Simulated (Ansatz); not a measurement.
The end point of a relaxation of Zn₃As₂. Space group Ia-3 (No. 206), anti-bixbyite type. These are PBEsol (plane waves to 420 eV, PAW, scalar-relativistic; Ansatz, a quantum-chemistry and plane-wave program) values and carry that method's errors.

Space group Ia-3 (No. 206); a = b = c = 11.6915 Å, α = β = γ = 90.00°

```
atom  site  symmetry       x       y       z
----  ----  --------  ------  ------  ------
As      8b      .-3.  0.2500  0.2500  0.2500
As     24d       2..  0.0000  0.2500  0.4926
Zn     48e         1  0.1102  0.3625  0.1299
```
(The calculation used a cell of 40 atoms; values per cell refer to that cell.)

For Zn3As2, the volume per atom is 19.98 Å³. The band gap is no gap (metallic). The shortest distances is As–Zn 2.44 Å; Zn–Zn 3.06 Å and the k-mesh is 5×5×5.

Band energies at high-symmetry points (eV from the Fermi level; labels of this space group; no spin-orbit coupling), from −5 eV up to 5.0 eV:

```json
[
 {"point": "Γ", "energies": "-4.95 -4.95 -4.95 -4.73 -4.73 -4.73 -4.22 -4.20 -4.20 -4.19 -4.19 -4.19 -3.83 -3.83 -3.83 -3.11 -3.04 -3.04 -3.04 -2.91 -2.91 -2.91 -2.74 -2.74 -2.74 -1.39 -1.39 -1.36 -1.36 -1.36 -1.25 -1.25 -1.25 -1.18 -1.18 -1.18 -0.91 0.00 0.00 0.00 0.02 0.02 0.02 0.39 0.93 0.93 1.14 1.55 1.55 1.55 1.64 1.64 2.00 2.00 2.00 2.54 2.66 2.66 2.66 3.44 3.44 3.44 3.60 3.60 3.73 3.73 3.73 4.76 4.79 4.79 4.79 4.86 4.86 4.86 4.98 4.98"},
 {"point": "H", "energies": "-4.88 -4.88 -4.88 -4.86 -4.86 -4.86 -4.00 -3.69 -3.69 -3.69 -3.59 -3.59 -3.59 -3.43 -3.43 -3.43 -3.37 -3.25 -3.25 -3.25 -1.92 -1.92 -1.86 -1.86 -1.86 -1.82 -1.82 -1.81 -1.80 -1.80 -1.80 -1.65 -1.15 -1.15 -1.15 -1.01 -1.01 -0.94 -0.94 -0.94 -0.26 -0.26 -0.26 0.57 1.17 1.17 1.17 1.79 1.79 1.79 2.46 2.46 2.46 2.62 2.62 2.62 3.32 3.32 3.49 3.49 3.49 3.57 3.57 3.67 3.67 3.67 4.02 4.02 4.02 4.02 4.02 4.22 4.22 4.22 4.26 4.26 4.26 4.38 4.38 4.38 4.82 4.82 4.82 5.00"},
 {"point": "N", "energies": "-4.86 -4.86 -4.59 -4.59 -4.46 -4.46 -3.77 -3.77 -3.68 -3.68 -3.23 -3.23 -3.05 -3.05 -2.77 -2.77 -2.75 -2.75 -2.69 -2.69 -2.48 -2.48 -2.06 -2.06 -2.02 -2.02 -1.89 -1.89 -1.72 -1.72 -1.56 -1.56 -1.32 -1.32 -1.27 -1.27 -0.27 -0.27 0.79 0.79 1.11 1.11 1.34 1.34 1.60 1.60 1.84 1.84 2.04 2.04 2.28 2.28 2.39 2.39 2.52 2.52 2.67 2.67 3.02 3.02 3.20 3.20 3.54 3.54 3.78 3.78 3.88 3.88 4.13 4.13 4.32 4.32 4.40 4.40 4.71 4.71 4.78 4.78 4.97 4.97"},
 {"point": "P", "energies": "-3.96 -3.96 -3.96 -3.96 -3.85 -3.85 -3.85 -3.85 -3.51 -3.51 -3.51 -3.51 -2.94 -2.94 -2.94 -2.94 -2.35 -2.35 -2.35 -2.35 -2.22 -2.22 -2.22 -2.22 -1.90 -1.90 -1.90 -1.90 -0.71 -0.71 -0.71 -0.71 -0.61 -0.61 -0.61 -0.61 0.52 0.52 0.52 0.52 0.79 0.79 0.79 0.79 1.52 1.52 1.52 1.52 2.18 2.18 2.18 2.18 3.65 3.65 3.65 3.65 3.69 3.69 3.69 3.69 4.11 4.11 4.11 4.11 4.27 4.27 4.27 4.27 4.38 4.38 4.38 4.38 4.60 4.60 4.60 4.60 4.92 4.92 4.92 4.92"}
]
```

No spin polarisation in the result.

The run could not lose the symmetry of its start.

The first start was generated by placing the elements on the sites of a structure type. Materials Project lists a structure of Zn3As2 in the same space group, Ia-3 (No. 206); the sites were not compared with it, nor with measured phases.
